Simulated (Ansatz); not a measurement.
YN:
```xyz
2
Lattice="0.0000 2.4479 2.4479 2.4479 0.0000 2.4479 2.4479 2.4479 0.0000" Properties=species:S:1:pos:R:3 pbc="T T T"
Y      0.0000     0.0000     0.0000
N      2.4479     2.4479     2.4479
```

Relaxed with r²SCAN.

Q: Give the Bader charges and basin volumes of the independent atoms, plane-wave PAW r²SCAN (Ansatz code).

A: 

```json
[
 {"atom": "Y1", "Bader charge (e)": "+1.97", "Bader volume (Å³)": "13.0"},
 {"atom": "N2", "Bader charge (e)": "-1.97", "Bader volume (Å³)": "16.4"}
]
```

Space group Fm-3m (rock salt). Symmetry was held in the r²SCAN relaxation. No spin polarisation was allowed.

Potentials: the later of the program's two PAW sets.
